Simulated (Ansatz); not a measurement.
Li2O (anti-fluorite, space group No. 225), a = b = c = 4.6260 Å, α = β = γ = 90.00°; the cell used has 3 atoms.

Relaxed with PBE. Plane-wave PAW PBE (Ansatz code) gives a gap of 4.98 eV.

Task: What gap does HSE06 give on the same cell (Ansatz, PAW)?

Result: 6.57 eV, 1.59 eV more. The hybrid was solved on a coarser mesh and at special points; its gap is the smallest among all of these.

```json
[
 {"k": "Γ", "v1 PBE": "0.00", "c1 PBE": "5.24", "v1 HSE06": "…", "c1 HSE06": "…"},
 {"k": "X", "v1 PBE": "-1.37", "c1 PBE": "4.98", "v1 HSE06": "-1.46", "c1 HSE06": "6.57"},
 {"k": "L", "v1 PBE": "-0.44", "c1 PBE": "9.19", "v1 HSE06": "…", "c1 HSE06": "…"},
 {"k": "W", "v1 PBE": "-1.48", "c1 PBE": "7.17", "v1 HSE06": "…", "c1 HSE06": "…"},
 {"k": "K", "v1 PBE": "-1.08", "c1 PBE": "6.55", "v1 HSE06": "…", "c1 HSE06": "…"}
]
```

Task: Top valence (v1) and lowest conduction level (c1) in eV from each method's valence maximum (which need not be a listed point): supply the withheld HSE06 values.

Result: 
- K, v1 HSE06: -1.14
- K, c1 HSE06: 8.20
- W, v1 HSE06: -1.60
- W, c1 HSE06: 8.83
- L, v1 HSE06: -0.48
- L, c1 HSE06: 11.08
- Γ, v1 HSE06: 0.00
- Γ, c1 HSE06: 6.88

Cost on shared cores: the PBE run (SCF on a 10×10×10 mesh, then bands and DOS) around 6 core-seconds (rough), the HSE06 run (SCF on 8×8×8, then a few points) roughly 60 core-seconds; the tasks are unlike.

Space group Fm-3m (anti-fluorite). Symmetry was held in the PBE relaxation.

Potentials: the later of the program's two PAW sets.
